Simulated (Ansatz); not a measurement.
CsBr:
```cif
data_BrCs
_chemical_formula_sum 'Cs1 Br1'
_space_group_name_H-M_alt 'Pm-3m'
_space_group_IT_number 221
_space_group_name_Hall '-P 4 2 3'
_cell_length_a 4.32371
_cell_length_b 4.32371
_cell_length_c 4.32371
_cell_angle_alpha 90.000
_cell_angle_beta 90.000
_cell_angle_gamma 90.000
loop_
_atom_site_label
_atom_site_type_symbol
_atom_site_symmetry_multiplicity
_atom_site_Wyckoff_symbol
_atom_site_fract_x
_atom_site_fract_y
_atom_site_fract_z
_atom_site_occupancy
Cs1 Cs 1 a 0.00000 0.00000 0.00000 1
Br1 Br 1 b 0.50000 0.50000 0.50000 1
```

Relaxed with r²SCAN. The program Ansatz at the r²SCAN level (PAW) gives a gap of 5.19 eV.

Q: What gap does HSE06 give on the same cell (Ansatz, PAW)?

A: 5.60 eV, 0.41 eV more. The hybrid was solved on a coarser mesh and at special points; its gap is the smallest among all of these.

```csv
k,v1 r²SCAN,c1 r²SCAN,v1 HSE06,c1 HSE06
Γ,0.00,5.19,0.00,5.60
R,-1.11,8.90,[?],[?]
M,0.00,5.84,[?],[?]
X,-0.19,6.44,[?],[?]
```

Q: Top valence (v1) and lowest conduction level (c1) in eV from each method's valence maximum (which need not be a listed point): supply the withheld HSE06 values.

A: 
- X, v1 HSE06: -0.20
- X, c1 HSE06: 7.14
- M, v1 HSE06: 0.00
- M, c1 HSE06: 6.42
- R, v1 HSE06: -1.18
- R, c1 HSE06: 9.56

Cost on shared cores: the r²SCAN run (SCF on a 7×7×7 mesh, then bands and DOS) very roughly 16 core-seconds, the HSE06 run (SCF on 5×5×5, then a few points) roughly 70 core-seconds; the tasks are unlike.

The r²SCAN relaxation kept the symmetry of its start. Spin–orbit coupling is left out wherever it is not named.

Potentials: the later of the program's two PAW sets.
